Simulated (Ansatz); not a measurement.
Theory: DFT PBE, scalar-relativistic, plane waves, PAW (Ansatz). Settings: cutoff 420 eV, Γ-centred meshes spaced at most about 0.3 Å⁻¹, and about 0.25 Å⁻¹ or finer for metals (2π included), Gaussian smearing. No spin polarisation in the final relaxations.

These are static total energies at zero pressure.

Two relaxed structures of CaGe₄N:

A.

```
CELL_PARAMETERS angstrom
3.05849 0.00000 0.00000
0.00000 3.05849 0.00000
0.00000 0.00000 12.21838
ATOMIC_POSITIONS crystal
Ca 0.00000 0.00000 0.00000
Ge 0.50000 0.50000 0.39801
Ge 0.50000 0.50000 0.81916
Ge 0.50000 0.50000 0.18084
Ge 0.50000 0.50000 0.60199
N 0.00000 0.00000 0.50000
```

B.

```
CELL_PARAMETERS angstrom
5.31834 0.00000 0.00000
0.00000 5.31834 0.00000
0.00000 0.00000 5.31834
ATOMIC_POSITIONS crystal
Ca 0.50000 0.50000 0.50000
Ge 0.20872 0.20872 0.20872
Ge 0.79128 0.79128 0.20872
Ge 0.79128 0.20872 0.79128
Ge 0.20872 0.79128 0.79128
N 0.00000 0.00000 0.00000
```

Question: Which would you expect to be lower, and how large is the difference?

Answer: B is lower, by 17 meV/atom. A has space group P4/mmm (No. 123), 19.0 Å³/atom and no gap on its mesh; B has space group P-43m (No. 215), 25.1 Å³/atom and no gap. Counting Ge or N atoms around Ca (for each partner element, those within 1.25 times its shortest distance or 1.15 times the sum of covalent radii, where it is the nearest in units of that sum or under 1.3), A has Ca 8 and B has Ca 4. A holds Ge–Ge pairs (shortest 2.49 Å); in B the shortest Ge–Ge distance is 3.14 Å. The lower one is the more open, so pressure narrows the difference. Even the lower one lies +0.52 eV/atom against the reference forms of the elements (uncorrected), so neither is stable at this level. In A, around Ca lie 4 Ca at 3.06 Å and 8 Ge at 3.09 Å; Ge on its first site has 1 Ge at 2.49 Å, 4 N at 2.50 Å, 1 Ge at 2.65 Å and 4 Ge at 3.06 Å; N has 8 Ge at 2.50 Å and 4 N at 3.06 Å; 1 more site not described. In B, Ca has 4 Ge at 2.68 Å; Ge is surrounded by 1 N at 1.92 Å and 1 Ca at 2.68 Å; N is surrounded by 4 Ge at 1.92 Å. Both come from invented guesses. A third cell relaxed alike, in P-6m2, lies 149 meV/atom below the lower of the two.

Cells relaxed within their symmetry can be saddle points.
